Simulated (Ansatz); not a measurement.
Rb2BrCl as one 4-atom ordering (R-3m) on the rocksalt lattice, relaxed with r2SCAN, was run in the PAW code Ansatz under altered settings. All numbers are computed, without spin polarisation but where a row says otherwise.

```
CELL_PARAMETERS angstrom
2.39044 1.38012 7.82054
-2.39044 1.38012 7.82054
0.00000 -2.76024 7.82054
ATOMIC_POSITIONS crystal
Cl 0.00000 0.00000 0.00000
Br 0.50000 0.50000 0.50000
Rb 0.25399 0.25399 0.25399
Rb 0.74601 0.74601 0.74601
```

The base run's other keys:
```yaml
kpoints:
  mp_grid: { grid: [4, 4, 4] }
hamiltonian:
  xc: hse06
scf:
  occupations: { method: fixed }
  n_extra_bands: 5
```

It takes 12 iterations with 2961 plane waves at 420 eV and 13 k points, and leaves a mean stress of +0.33 GPa. The gap over this mesh is 5.614 eV.

Outcomes, with energy and stress as changes against the base:
```csv
setting,outcome,ΔF (meV/atom),Δ mean stress (GPa),gap on the mesh (eV),iterations
"PBE hybrid, exx coeff 0.3, omega 0.2078 1/Å",converged,–,-0.1,5.853,12
"PBE hybrid, exx coeff 1.0, unscreened",converged,–,-0.9,12.294,21
```
A dash marks a value that wasn't obtained or can't be compared. Stress is positive in compression.

- PBE hybrid, exx coeff 0.3, omega 0.2078 1/Å. That is 30 % exact exchange, screened with ω = 0.2078 1/Å, against HSE06's 25 % screened at 0.208 1/Å. The mean stress moves by -0.1 GPa and the gap on the mesh by +0.239 eV (to 5.853). Totals of different functionals aren't comparable.
- PBE hybrid, exx coeff 1.0, unscreened. That is 100 % exact exchange, at all ranges, against HSE06's 25 % screened at 0.208 1/Å. The mean stress moves by -0.9 GPa and the gap on the mesh by +6.680 eV (to 12.294). Totals of different functionals aren't comparable.

Spin-orbit coupling is left out.

The program warns that its thresholds are loose for a hybrid's stress.
